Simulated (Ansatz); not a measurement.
SrEuSi4: what a change of hamiltonian.hubbard does

All numbers are calculated (PBEsol, collinear spin, no spin-orbit coupling; Ansatz, PAW set soft_2, 420 eV, k-mesh 10×10×10), not measured. These are the settings of the reference run.

Cell:

```xyz
6
Lattice="-2.1405 2.1405 6.8251 2.1405 -2.1405 6.8251 2.1405 2.1405 -6.8251" Properties=species:S:1:pos:R:3 pbc="T T T"
Eu    2.1405    0.0000    3.4125
Si    0.0000    2.1405    2.2754
Si    0.0000    0.0000    7.9984
Si    0.0000    2.1405    4.5497
Si    0.0000    0.0000    5.6517
Sr    0.0000    0.0000    0.0000
```

The reference run of this cell is solved again as a single point with these keys changed:

| key | reference run | changed run |
| --- | --- | --- |
| hamiltonian.hubbard | not typed | {sites: [{species: Eu, l: f, u_eff: 2.0}], double_counting: amf} |

Task: Does this change matter?

Result: 

| quantity | reference run | changed run |
| --- | --- | --- |
| pressure (GPa) | 0.0 | 0.0 |
| largest force (eV/Å) | 0.00 | 0.00 |
| gap on the mesh (eV) | 0.00 | 0.00 |
| moment of the cell (μB) | 6.78 | 6.78 |

The Hamiltonian isn't the same, so energies aren't compared. It took 16 iterations.

Caveats: the reference run: 4f shell without a U, which puts 4f levels too near the Fermi level; the reference run: open f or d shells may hold a state above the lowest; a single point, atoms not relaxed again; a change of U can also leave the f or d shell in another state.
